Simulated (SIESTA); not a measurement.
# CsLiCr2Te2S3 and the effect of the starting magnetic order

```cif
data_structure
_symmetry_space_group_name_H-M 'P 1'
_symmetry_Int_Tables_number 1
_cell_length_a 3.6036
_cell_length_b 3.6036
_cell_length_c 19.0665
_cell_angle_alpha 90.000
_cell_angle_beta 90.000
_cell_angle_gamma 120.000
_cell_volume 214.42
loop_
_atom_site_label
_atom_site_type_symbol
_atom_site_fract_x
_atom_site_fract_y
_atom_site_fract_z
_atom_site_occupancy
Cs1 Cs 0.00000 0.00000 0.37399 1
Li1 Li 0.66667 0.33333 0.01607 1
Cr1 Cr 0.00000 0.00000 0.86637 1
Cr2 Cr 0.33333 0.66667 0.16833 1
Te1 Te 0.33333 0.66667 0.53891 1
Te2 Te 0.66667 0.33333 0.77276 1
S1 S 0.00000 0.00000 0.10030 1
S2 S 0.33333 0.66667 0.92920 1
S3 S 0.66667 0.33333 0.23408 1
```

The cell comes from a database or a generator and needn't be the stable form of this composition.

Kept alike: task single point; functional PBE; k mesh 9 × 9 × 2; occupations fermi-dirac, width 0.05 eV. Program: SIESTA, files PseudoDojo sr-pbe-0.4.1-standard, DZP (energy shift 0.003 Ry; two zetas on semicore shells; d shell added on Cs). The mesh is that of the run's cell of 9 atoms. No spin-orbit coupling.

| starting magnetic order | largest site moment (μB) | moment of the cell (μB) | free energy over the lowest row (meV/atom) |
| --- | --- | --- | --- |
| afm | 3.29 | 0.34 | 0.28 |
| ferri | 3.29 | 0.34 | 0.28 |
| fm | 3.30 | 5.65 | 0.00 |
| fm_larger | 3.30 | 5.65 | 0.00 |
| nm | 0.00 | 0.00 | 272.74 |

For a metal such a mesh leaves the last digits unconverged. Moments of the cell are magnitudes, and a label names the start alone. The runs hold the magnetic state that their start led to, which needn't be the lowest. Site moments are Mulliken populations, which hang on the basis.

Q: What does the starting magnetic order change here?

A: The largest site moment runs from 0.00 (nm) to 3.30 μB (fm; fm_larger). The moment of the cell runs from 0.00 (nm) to 5.65 μB (fm; fm_larger). The free energy is lowest at fm; fm_larger, and 272.74 meV an atom higher at nm. Starts that end at one energy have found one state: afm; ferri | fm; fm_larger.
